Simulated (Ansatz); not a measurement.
Zr5Ge3:
```yaml
crystal:
  lattice:
    - [8.08457, 0.00000, 0.00000]
    - [-4.04228, 7.00144, 0.00000]
    - [0.00000, 0.00000, 5.61498]
  atoms:
    - { symbol: Zr, position: [0.00000, 0.74601, 0.75000] }
    - { symbol: Zr, position: [0.00000, 0.25399, 0.25000] }
    - { symbol: Zr, position: [0.25399, 0.00000, 0.25000] }
    - { symbol: Zr, position: [0.74601, 0.00000, 0.75000] }
    - { symbol: Zr, position: [0.25399, 0.25399, 0.75000] }
    - { symbol: Zr, position: [0.74601, 0.74601, 0.25000] }
    - { symbol: Zr, position: [0.33333, 0.66667, 0.50000] }
    - { symbol: Zr, position: [0.66667, 0.33333, 0.50000] }
    - { symbol: Zr, position: [0.66667, 0.33333, 0.00000] }
    - { symbol: Zr, position: [0.33333, 0.66667, 0.00000] }
    - { symbol: Ge, position: [0.38748, 0.00000, 0.75000] }
    - { symbol: Ge, position: [0.61252, 0.00000, 0.25000] }
    - { symbol: Ge, position: [0.38748, 0.38748, 0.25000] }
    - { symbol: Ge, position: [0.61252, 0.61252, 0.75000] }
    - { symbol: Ge, position: [0.00000, 0.38748, 0.75000] }
    - { symbol: Ge, position: [0.00000, 0.61252, 0.25000] }
```

Relaxed with r²SCAN. Special points in fractions of this cell's reciprocal vectors: Γ (0.000, 0.000, 0.000); M (0.500, 0.000, 0.000); K (0.333, 0.333, 0.000); A (0.000, 0.000, 0.500); L (0.500, 0.000, 0.500); H (0.333, 0.333, 0.500).

Task: List the band energies nearest the Fermi level at these points for the program Ansatz at the r²SCAN level (PAW).

Result: In eV from the Fermi level; about four levels below and three above (degenerate sets whole), none deeper than 8.9 eV; points with the same levels are listed once.

| k | below | above |
|---|---|---|
| Γ | -0.88 -0.75 -0.75 -0.75 | 0.52 0.56 0.58 0.58 |
| M | -0.83 -0.73 -0.42 -0.17 | 0.19 0.78 0.79 |
| K | -0.91 -0.73 -0.73 -0.55 | 0.05 0.05 0.77 0.77 |
| A | -0.96 -0.96 -0.96 -0.96 | 0.50 0.50 0.61 0.61 0.61 0.61 |
| L | -0.51 -0.51 -0.14 -0.14 | 0.77 0.77 0.83 0.83 |
| H | -0.66 -0.66 -0.66 -0.66 -0.24 -0.24 | 0.67 0.67 0.67 0.67 |

Space group P6_3/mcm. The workflow started from a Materials Project entry (that database holds measured and hypothetical structures alike); the Crystallography Open Database copy checked does not list it. Its standing as an ambient phase is unchecked. The cell was relaxed with r²SCAN under the symmetry of its start; whether a distortion lowers the energy is not shown. No spin polarisation was allowed. Spin–orbit coupling is left out wherever it is not named.

Potentials: the later of the program's two PAW sets.
